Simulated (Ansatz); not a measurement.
# TiSb: strain energy, fitted

TiSb, P6_3/mmc, a = 4.054 Å, c = 6.190 Å. The structure is a COD entry; whether it is the stable form wasn't checked. Ansatz: r2SCAN, PAW, 500 eV, Γ-centred 12×12×8 mesh on 4 atoms, Gaussian smearing 0.10 eV; no spin polarisation. Series: uniaxial strain along c, with a, b and atoms relaxed; x is the strain in per cent. y is the free energy over the unstrained cell, V0 = 22.022 Å³/atom.

| x (%) | y (meV/atom) |
| --- | --- |
| -2.0 | 2.60 |
| -1.0 | ? |
| 0.0 | 0.00 |
| 1.0 | 0.60 |
| 2.0 | 2.31 |

Task: Fit y = c2 x² + c3 x³ to the other rows, turn c2 into a modulus, and predict the missing energy.

Result: Least squares on the rows shown. y = 0.6139 x² − 0.01809 x³. In eV per unit strain² c2 is 6.139; this is Young's modulus along the axis (E = ½ Y V0 ε²): 2 × 6.139 × 160.2 / (22.022) = 89 GPa. Energies this small carry numerical noise of a few hundredths of a meV. At x = -1.0 the fit asked for gives 0.63 meV/atom. The run gave 0.63 meV/atom, the same to the digits shown.

2 further runs of this set didn't finish or converge.